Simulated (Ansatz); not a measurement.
One crystal and one scan (energy against volume) at two levels, PBEsol (plane waves to 420 eV, PAW, scalar-relativistic; Ansatz, a program for electronic structure) and PBE (plane waves to 420 eV, PAW, scalar-relativistic; Ansatz), each from its own relaxed cell and on its own mesh. The cell shown is that of PBEsol.

LaHg (CsCl type)

```yaml
crystal:
  lattice:
    - [3.83682, 0.00000, 0.00000]
    - [0.00000, 3.83682, 0.00000]
    - [0.00000, 0.00000, 3.83682]
  atoms:
    - { symbol: La, position: [0.50000, 0.50000, 0.50000] }
    - { symbol: Hg, position: [0.00000, 0.00000, 0.00000] }
```

The volume is varied about the relaxed value V₀ at fixed cell shape. Symmetry pins the atoms to their sites.

The energy includes the smearing's −TS. LaHg is run without spin polarisation. LaHg was relaxed with its symmetry unable to fall. Spin-orbit coupling is left out, though Hg is heavy. Percentages come from the unrounded values. Both scans cover V/V₀ from 0.900 to 1.100.

Results of PBEsol:

| Quantity | Result |
|---|---|
| Lattice constant a (Å) | 3.837 |
| Pressure at the smallest volume (GPa) | 7.7 |
| Energy cost of the largest compression (meV/atom) | 62 |
| Energy cost of the largest expansion (meV/atom) | 43 |
| Bulk modulus B₀ (third-order Birch-Murnaghan fit) (GPa) | 57.6 |
| Pressure for 5 % compression (fit) (GPa) | 3.3 |

### Question
Estimate the PBE values.

### Answer
```csv
quantity,PBE,PBEsol − PBE
Lattice constant a (Å),3.915,-0.078 (-2.0 %)
Pressure at the smallest volume (GPa),6.6,+1.1 (+17 %)
Energy cost of the largest compression (meV/atom),56,+6 (+10 %)
Energy cost of the largest expansion (meV/atom),39,+4 (+9 %)
Bulk modulus B₀ (third-order Birch-Murnaghan fit) (GPa),49.5,+8.1 (+16 %)
Pressure for 5 % compression (fit) (GPa),2.8,+0.5 (+17 %)
```

PBEsol gives the higher value for: pressure at the smallest volume; energy cost of the largest compression; energy cost of the largest expansion; bulk modulus B₀; pressure for 5 % compression. PBEsol gives the lower value for: lattice constant a. Neither level is exact: the differences show how much the result hangs on the functional.

(A scan under strain: stresses follow from slopes of the energy per volume, elastic moduli from its curvatures.)
